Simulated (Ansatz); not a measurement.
## Structure relaxation, ZnAg

The start is a generated cell, ZnAg built in the AFLOW prototype AB_oP2_25_b_a (as in CdTe). A full variable-cell relaxation at zero pressure is run with PBE (plane waves to 420 eV, PAW, scalar-relativistic; Ansatz, a first-principles code). The first steps use a coarse 13×7×12 k-mesh.

Initial structure:
```
ZnAg
1.0
    2.50210     0.00000     0.00000
    0.00000     4.68153     0.00000
    0.00000     0.00000     2.69468
Zn Ag
1 1
Direct
  0.00000   0.50000   0.25000
  0.00000   0.00000   0.00000
```

- Initial pressure = +19.5 GPa (positive: the cell is compressed)
- Largest initial force = 0.69 eV/Å, on Zn1, Ag2 (atoms numbered as listed)
- Shortest distances (start → end) = The closest pairs of elements (up to four, under 3.6 Å), start → end: Ag–Zn 2.44 → 2.70 Å; Zn–Zn 2.50 → 2.77 Å; Ag–Ag 2.50 → 2.77 Å
- Band gap at the end = no gap (metallic)
- Optimiser moves = 15

Final values are on a 17×16×10 k-mesh of the relaxed cell. No spin polarisation in the result.

The run could not lose the symmetry of its start: the end is stationary, and may be a saddle point rather than a minimum.

The relaxed structure here is a generated cell of ZnAg: the first start was made by placing the elements on the sites of a structure type, and the end was not matched to a known phase here, so it may be hypothetical.
